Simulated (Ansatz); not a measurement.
CaAlHO₂ in space group P4/mmm (No. 123; Ca on 1d, Al on 1a, O on 2f, H on 1b), the program Ansatz at the PBEsol level (PAW). The conduction-band minimum lies at X, with 2 equivalent valleys. Second derivatives d²E/dk² of the lowest band at one valley (eV·Å²), along Cartesian directions:

```json
[
 {"direction": "[100]", "d²E/dk²": "10.87"},
 {"direction": "[010]", "d²E/dk²": "16.63"},
 {"direction": "[001]", "d²E/dk²": "18.41"},
 {"direction": "[110]", "d²E/dk²": "13.75"},
 {"direction": "[101]", "d²E/dk²": "14.64"},
 {"direction": "[011]", "d²E/dk²": "17.52"}
]
```

**Question.** Find the principal effective masses, the density-of-states mass and the conductivity mass.

**Answer.** Off-diagonal terms follow from H_xy = H[110] − (H_xx + H_yy)/2, and m*/mₑ = 7.620 eV·Å² over each eigenvalue: 0.41, 0.46, 0.70. One valley's DOS mass (m₁m₂m₃)^(1/3) = 0.51, conductivity mass 3/(Σ 1/mᵢ) = 0.50 mₑ.

**Question.** What effective density of states Nc follows at 300 K for parabolic valleys?

**Answer.** Nc = 2.509e19 × 2 × (0.51)^(3/2) ≈ 1.8e19 cm⁻³.

**Question.** With the computed static dielectric constant 24.0 (mean of the diagonal), estimate a hydrogenic donor's binding energy and radius.

**Answer.** E = 13.606 eV × 0.50/24.0² ≈ 12 meV; a = 0.529 Å × ε/m* ≈ 25 Å. Semilocal masses tend to be too small when the gap is underestimated.

The start of the workflow was typed in or built on a structure type; neither database checked (COD, Materials Project) lists it. Whether it is the stable phase at ambient conditions was not checked. Symmetry was held in the PBEsol relaxation. At this level the phase is dynamically unstable (imaginary phonons).

Potentials: the earlier of the program's two PAW sets. The files were generated under PBE; for other functionals the program regenerates the frozen cores, and for LDA and PBEsol the local potential too.
